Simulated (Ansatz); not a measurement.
V, DFT, PBEsol, all-electron LAPW, scalar-relativistic (Ansatz 0.2.0), run on 1 thread of Arm Neoverse V1 on a shared host.

The geometry is COD entry 7101267, unchecked; take it as a test cell. The listed cell was then made from it by scaling, straining or moving an atom.

Command: `ansatz run input.yaml --threads 1 --pin off --max-ram 3072MiB --backend cpu --events-out ev --progress --plain --runs-dir out`

```yaml
crystal:
  lattice:
    - [-1.46761, 1.46761, 1.513]
    - [1.46761, -1.46761, 1.513]
    - [1.46761, 1.46761, -1.513]
  atoms:
    - { symbol: V, position: [0.0, 0.0, 0.0], spin: 1.5 }
magnetization:
  spin_polarized: true
kpoints:
  mp_grid: { grid: [19, 19, 19] }
  band_path:
    path:
      - [0.0, 0.0, 0.0]
      - [0.0, 0.0, 0.5]
      - [0.25, 0.25, 0.25]
      - [0.0, 0.5, 0.0]
      - [0.0, 0.0, 0.0]
      - [0.5, 0.5, -0.5]
      - [0.485225, 0.514775, -0.485225]
      - [-0.485225, 0.485225, 0.485225]
      - [0.0, 0.0, 0.0]
    npoints: 5
scf:
  occupations: { method: fermi_dirac, width: 0.03 }
hamiltonian:
  xc: pbesol
  pseudopotentials: { kind: all_electron, lapw: { basis_error: 0.001 } }
output:
  forces: true
  stress: true
  eigenvalues: true
```

Task: How large is the problem that the program sets up?

Result: 550 irreducible k-points, 137 plane waves at Γ, 12 bands.

Task: Estimate the wall time and the peak memory.

Result: 71 s of wall time for 10 SCF iterations, with a peak of 0.73 GiB. Times on shared machines scatter by tens of per cent.
